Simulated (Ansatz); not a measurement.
Level of theory: DFT PBE, scalar-relativistic, plane waves, PAW in Ansatz.

Levels along Γ–X–U | K–Γ–L–W–X, in eV from the Fermi level, sorted by energy at each point. Points in fractions of the primitive reciprocal vectors: Γ (0.000 0.000 0.000), X (0.500 0.000 0.500), U (0.625 0.250 0.625), K (0.375 0.375 0.750), L (0.500 0.500 0.500), W (0.500 0.250 0.750).
```tsv
point	k (1/Å, with 2π)	band 12	band 13	band 14	band 15	band 16	band 17
Γ	0.000	-11.01	1.04	1.04	1.04	1.36	1.36
-	0.193	-11.01	-0.20	0.40	0.40	1.12	2.24
-	0.386	-11.02	-1.90	-0.11	-0.11	0.53	3.44
-	0.579	-10.86	-3.19	-0.37	-0.37	-0.18	4.01
-	0.772	-10.47	-3.79	-0.84	-0.41	-0.41	4.43
-	0.965	-10.31	-3.60	-1.36	-0.30	-0.30	4.85
-	1.158	-10.38	-2.97	-1.69	-0.15	-0.15	5.16
X	1.351	-10.44	-2.63	-1.80	-0.08	-0.08	5.27
-	1.419	-10.42	-2.63	-1.84	-0.14	-0.05	5.36
-	1.487	-10.37	-2.64	-1.98	-0.29	0.04	5.61
-	1.556	-10.28	-2.66	-2.19	-0.52	0.21	5.99
-	1.624	-10.16	-2.69	-2.47	-0.80	0.45	6.37
-	1.692	-10.02	-2.80	-2.71	-1.08	0.75	6.19
-	1.760	-9.87	-3.15	-2.74	-1.38	1.13	5.99
U	1.828	-9.71	-3.52	-2.76	-1.65	1.57	5.75
K	1.828	-9.71	-3.52	-2.76	-1.65	1.57	5.75
-	2.033	-9.28	-4.49	-2.76	-2.31	3.21	4.92
-	2.238	-9.27	-4.82	-2.62	-2.61	4.01	4.93
-	2.442	-9.87	-4.26	-2.51	-2.23	3.15	4.22
-	2.647	-10.66	-3.10	-1.99	-1.61	2.40	3.51
-	2.852	-11.01	-1.65	-1.07	-0.77	1.83	2.81
-	3.057	-11.01	-0.12	0.15	0.20	1.48	2.06
Γ	3.261	-11.01	1.04	1.04	1.04	1.36	1.36
-	3.428	-11.01	0.13	0.40	0.40	1.63	1.63
-	3.595	-11.01	-1.11	-0.53	-0.53	2.04	2.04
-	3.763	-10.95	-2.39	-1.38	-1.38	2.65	2.65
-	3.930	-10.40	-3.62	-2.08	-2.08	3.26	3.42
-	4.097	-9.62	-4.76	-2.60	-2.60	3.95	4.26
-	4.264	-8.85	-5.71	-2.91	-2.91	4.88	4.98
L	4.431	-8.46	-6.16	-3.02	-3.02	5.28	5.28
-	4.567	-8.52	-6.06	-2.99	-2.97	4.92	5.24
-	4.704	-8.70	-5.75	-2.91	-2.82	4.40	4.95
-	4.840	-8.95	-5.28	-2.83	-2.61	4.01	4.44
-	4.977	-9.20	-4.69	-2.77	-2.41	3.78	3.96
-	5.113	-9.42	-4.05	-2.74	-2.33	3.68	3.68
-	5.250	-9.56	-3.43	-2.73	-2.46	3.62	3.66
W	5.386	-9.62	-2.99	-2.73	-2.73	3.66	3.66
-	5.483	-9.66	-2.87	-2.75	-2.68	2.94	4.36
-	5.579	-9.79	-2.75	-2.58	-2.53	2.23	5.03
-	5.676	-9.96	-2.72	-2.44	-2.01	1.56	5.61
-	5.772	-10.14	-2.69	-2.27	-1.40	0.96	6.09
-	5.869	-10.30	-2.66	-2.06	-0.78	0.44	5.81
-	5.965	-10.40	-2.63	-1.88	-0.28	0.06	5.44
X	6.062	-10.44	-2.63	-1.80	-0.08	-0.08	5.27
```

The cell has space group Fm-3m, 2 atoms and 30 electrons in the valence of the PAW potentials, and holds 2 elements, among them Hf; it is relaxed at this level.

Cutoff 420 eV, k mesh 20×20×20. No spin polarisation.

Question: Which material gives these bands?

Answer: HfC, conventional cell a = 4.651 Å (cubic). Other compounds weren't ruled out.

Spin-orbit coupling is left out, which matters for the bands of heavy elements.

It was relaxed from a cell as deposited in COD.
